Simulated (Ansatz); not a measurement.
Q: Name crystals whose computed values (plane-wave PAW r²SCAN (Ansatz code)) fall in these windows: Θ_D (K) 280 to 360; gap (eV) 2.2 to 2.7; electron conductivity mass (mₑ) 0.30 to 0.40.

A: 

```tsv
crystal	Θ_D (K)	gap (eV)	electron conductivity mass (mₑ)
BeTe, zinc blende	340	2.38	0.36
```
Others may fit too.

The cell was relaxed under the symmetry of its start. Spin–orbit coupling is left out wherever it is not named.

Potentials: the earlier of the program's two PAW sets. The files were generated under PBE; for other functionals the program regenerates the frozen cores, and for LDA and PBEsol the local potential too.
